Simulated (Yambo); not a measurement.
BSE-type run in Yambo on ZnS (space group P6_3mc, No. 186), at zero momentum.

Quantum ESPRESSO step (LDA, PseudoDojo standard norm-conserving files, scalar-relativistic):
```
&CONTROL
  calculation = 'nscf'
  pseudo_dir = './pseudo'
  outdir = './out'
/
&SYSTEM
  ibrav = 0
  nat = 12
  ntyp = 2
  ecutwfc = 84.0
  ecutrho = 336.0
  occupations = 'fixed'
  force_symmorphic = .true.
  nbnd = 169
/
&ELECTRONS
  conv_thr = 1.2000000000000002e-08
  diago_full_acc = .true.
  diago_thr_init = 1e-08
/
ATOMIC_SPECIES
S 32.0600 S.upf
Zn 65.3800 Zn.upf
CELL_PARAMETERS angstrom
  3.807959958000   0.000000000000   0.000000000000
 -1.903979979000   3.297790060000   0.000000000000
  0.000000000000   0.000000000000  18.678740000000
ATOMIC_POSITIONS crystal
S   0.333333333000   0.666666667000   0.958120000000
S   0.666666667000   0.333333333000   0.458120000000
S   0.666666667000   0.333333333000   0.791710000000
S   0.333333333000   0.666666667000   0.291710000000
S   0.000000000000   0.000000000000   0.625110000000
S   0.000000000000   0.000000000000   0.125110000000
Zn   0.333333333000   0.666666667000   0.833260000000
Zn   0.666666667000   0.333333333000   0.333260000000
Zn   0.666666667000   0.333333333000   0.666860000000
Zn   0.333333333000   0.666666667000   0.166860000000
Zn   0.000000000000   0.000000000000   0.499940000000
Zn   0.000000000000   0.000000000000   0.999940000000
K_POINTS automatic
6 6 1 0 0 0
```

Yambo input:
```
rim_cut
optics
bse
bss
dipoles
em1s
RandQpts= 1000000
RandGvec= 1 Ry
FFTGvecs= 40 Ry
Chimod= "HARTREE"
BSKmod= "SEX"
BSEmod= "resonant"
BSSmod= "hs"
BSENGexx= 15 Ry
BSENGBlk= 3 Ry
% KfnQP_E
 1.561 | 1.0 | 1.0 |
%
% BSEQptR
 1 | 1 |
%
% BSEBands
 62 | 91 |
%
% BEnRange
 0.0 | 9.2 | eV
%
% BDmRange
 0.15 | 0.15 | eV
%
BEnSteps= 184
% BLongDir
 1.0 | 0.0 | 0.0 |
%
BSHayTrs= -0.02
BSSNEig= 24
WRbsWF
% BndsRnXs
 25 | 164 |
%
NGsBlkXs= 3 Ry
% LongDrXs
 1.0 | 1.0 | 1.0 |
%
```

From the report:

The dimension is k points × valence × conduction bands = 36 × 17 × 13 = 7956.
```
   [SLEPC] Approach                          : Krylov-Schur
   [SLEPC] Number of requested eigenvalues   :  24
   [SLEPC] Number of eigenvalues        [NEV]:  24
    [K] Dimension                                    :   7956
    [K] Bands                                        :   62   91
    [K] Exchange res                                 : yes
    [K] Correlation res                              : yes
    [K] W interaction is bare                        : no
    [K] RL vectors exchange                          :  1609
    [K] RL vectors correlation                       :  121
    [W] Matrix size                                  :  121
    [W] Bands                                        :   25  164
    [W] Coulomb Cutoff                               : none
    [W] Hxc Kernel                                   : HARTREE
```

Geometry of the Materials Project entry, not relaxed at this level.
